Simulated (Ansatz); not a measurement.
PtW (L1₀ or tetragonal B2, P4/mmm) at seven volumes, PBEsol in the plane-wave PAW code Ansatz, shape and atoms relaxed at each. One row is withheld.

```json
[
 {"V (Å³/atom)": "13.738", "P (GPa)": "37.99"},
 {"V (Å³/atom)": "14.191", "P (GPa)": "23.12"},
 {"V (Å³/atom)": "14.644", "P (GPa)": "10.58"},
 {"V (Å³/atom)": "15.097", "P (GPa)": "0.00"},
 {"V (Å³/atom)": "15.550", "P (GPa)": "?"},
 {"V (Å³/atom)": "16.003", "P (GPa)": "-16.41"},
 {"V (Å³/atom)": "16.456", "P (GPa)": "-22.70"}
]
```

Task: Fit the shown pressures and predict the withheld one.

Result: Third-order Birch–Murnaghan: P = (3/2)B₀(x^(7/2) − x^(5/2))[1 + (3/4)(B′ − 4)(x − 1)] with x = (V₀/V)^(2/3). Least squares on the six rows gives V₀ = 15.098 Å³/atom, B₀ = 322.5 GPa, B′ = 4.69. At V = 15.550, x = 0.9805 and P = -8.88 GPa. The run itself gave -8.91 GPa.

The start of the workflow was typed in or built on a structure type; neither database checked (COD, Materials Project) lists it. Its standing as an ambient phase is unchecked. The cell was relaxed with PBEsol under the symmetry of its start; whether a distortion lowers the energy is not shown. The run is not spin-polarised. Scalar-relativistic: spin–orbit coupling is off unless named, which matters more the heavier the elements.

Potentials: the later of the program's two PAW sets.
